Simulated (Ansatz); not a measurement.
According to PBEsol in the plane-wave PAW code Ansatz, Mn in the diamond structure (Fd-3m) relaxes to a = 4.883 Å. Mn has 4 nearest neighbours from 2.11 Å (tetrahedral).

Electronic character: metallic (no gap). The magnetic state found is non-magnetic (starting moments vanished).

An equation-of-state fit gives a bulk modulus of 161 GPa. The relaxed-ion elastic constants in GPa are C11 = 129, C12 = 177, C44 = -226. The highest mode at Γ lies at 5.76 THz.

The start of the workflow was typed in or built on a structure type; neither database checked (COD, Materials Project) lists it. It is not the phase usual at ambient conditions (space group No. 217). The cell was relaxed with PBEsol under the symmetry of its start. At this level the phase is mechanically unstable. The workflow began spin-polarised and lost its moments. The volume moved by -30 % from the start of the relaxation. As this level gives no gap, shear constants depend on the k-mesh and smearing (Fermi–Dirac, 0.1 eV here). As this level gives no gap, phonon frequencies hold no LO–TO term and depend on the k-mesh and smearing (Fermi–Dirac, 0.1 eV here).

Potentials: the later of the program's two PAW sets.
